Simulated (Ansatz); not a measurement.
A distorted cell of Rh (fcc, Cu type):

```xyz
4
Lattice="3.8301 0.0000 0.0000 0.0000 3.8301 0.0000 0.0000 0.0000 3.8301" Properties=species:S:1:pos:R:3 pbc="T T T"
Rh     0.1367     0.0000    -0.1367
Rh     1.9150     1.9150     0.0000
Rh     1.9150     0.0000     1.9150
Rh     0.0000     1.9150     1.9150
```

These are PBE (plane waves to 420 eV, PAW, scalar-relativistic; Ansatz, a first-principles code) values and carry that method's errors. k mesh 10×10×10 (Γ-centred), Fermi-Dirac smearing 0.05 eV. Energies are smeared free energies. Stress and pressure are positive under compression. With partly filled bands, energies and forces of such displacements shift with the k mesh and the smearing. Rh is run without spin polarisation. Rh was relaxed with its symmetry unable to fall.

Question: Predict the force on every atom, in eV/Å.

Answer: 
```tsv
atom	Fx	Fy	Fz
Rh1	-1.564	0.000	1.564
Rh2	0.653	0.000	-0.166
Rh3	0.744	0.000	-0.744
Rh4	0.166	0.000	-0.653
```

Question: What is the stress tensor (GPa)?

Answer: 
```
    2.8      0.0     -2.0
    0.0      2.1      0.0
   -2.0      0.0      2.8
```
The pressure, a third of the trace, is 2.5 GPa.

Question: In it atom 1 sits (0.137, 0.000, -0.137) Å away from its relaxed site. What is its energy relative to the relaxed cell?

Answer: 208 meV/cell.

(A displaced cell: forces are minus the slopes of the energy, force constants its curvatures, and phonons follow from these.)
